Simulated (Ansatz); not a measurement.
This Nb3CdB structure is the end of a relaxation. The cell was found from a structure generator's guess, not taken from experiment.

These are results of Ansatz, DFT PBE, scalar-relativistic, plane waves, PAW, not measurements. Cutoff 420 eV, Γ-centred mesh, Gaussian smearing, no spin polarisation.

```yaml
crystal:
  lattice:
    - [4.91901, 0.00000, 0.00000]
    - [0.00000, 4.91901, 0.00000]
    - [0.00000, 0.00000, 4.91901]
  atoms:
    - { symbol: Nb, position: [0.00000, 0.50000, 0.50000] }
    - { symbol: Nb, position: [0.50000, 0.00000, 0.50000] }
    - { symbol: Nb, position: [0.50000, 0.50000, 0.00000] }
    - { symbol: Cd, position: [0.50000, 0.50000, 0.50000] }
    - { symbol: B, position: [0.00000, 0.00000, 0.00000] }
```

The zero of energy is the elements' standard structures at the same level; no fitted shifts are applied.

Question: Find its symmetry and describe it.

Answer: Pm-3m (No. 221), the antiperovskite type. Conventional cell: a = 4.919 Å. Around Nb lie 2 Cd at 2.46 Å, 4 B at 3.48 Å and 8 Nb at 3.48 Å; around Cd lie 6 Nb at 2.46 Å; B has 12 Nb at 3.48 Å (long contacts).

Question: What is its formation energy per atom?

Answer: +2.74 eV/atom. It can't be a ground state, since the elements alone are lower.

Question: Is it a metal?

Answer: Yes, bands cross the Fermi level on the 8×8×8 mesh.

The last run used an 8×8×8 mesh for its 5-atom cell and Gaussian smearing of 0.10 eV. Symmetry constrained the relaxation, so the result can be a saddle point. Another cell of Nb3CdB relaxed alike, in Pm-3m, lies 2.74 eV/atom lower, so this cell isn't the stable form at this level.
